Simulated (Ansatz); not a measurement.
Given:

Pb (fcc, Cu type)

```yaml
crystal:
  lattice:
    - [0.00000, 5.03412, 5.03412]
    - [2.51706, 0.00000, 2.51706]
    - [2.51706, 2.51706, 0.00000]
  atoms:
    - { symbol: Pb, position: [0.00000, 0.00000, 0.00000] }
    - { symbol: Pb, position: [0.50000, 0.00000, 0.00000] }
```

A phonon eigenvector at L = (0.5, 0.0, 0.0) is frozen into this cell: atom i moves by Q times the vector below, so Q is the largest atomic displacement, in Å. The cell is held. It is one choice among 2 degenerate patterns. (q is in reciprocal vectors of the primitive cell; the cell shown is doubled to hold the pattern.)

```
atom       x       y       z
----  ------  ------  ------
Pb1    0.285  -0.520   0.805
Pb2   -0.285   0.520  -0.805
```

The numbers are results of PBE (plane waves to 420 eV, PAW, scalar-relativistic; Ansatz, a quantum-chemistry and plane-wave program), not measurements. k mesh 8×16×16 (Γ-centred), Fermi-Dirac smearing 0.05 eV. The energy includes the smearing's −TS. With partly filled bands, energies and forces of such displacements shift with the k mesh and the smearing. Pb was relaxed with its symmetry unable to fall. Spin-orbit coupling is left out, though Pb is heavy. The PAW data are Ansatz's earlier set. The relaxed volume of Pb is well above the measured one; the method has no dispersion term. ΔE is measured from the undisplaced structure.

The scan covers Q from -0.280 to 0.280 Å in 13 points.

### Question
Which space group does the distorted structure have?

### Answer
P-1 (No. 2), lowered from Fm-3m.

### Question
Is this a single well or a double well?

### Answer
A single well with its minimum at or next to zero displacement.

### Question
What is the energy change at Q = 0.280 Å?

### Answer
58.2 meV/cell.

### Question
What harmonic wavenumber does the curvature at Q = 0 give?

### Answer
31 cm⁻¹.

(For displaced atoms, the force is minus the slope of the energy, and its curvature is a force constant, which sets phonon frequencies.)
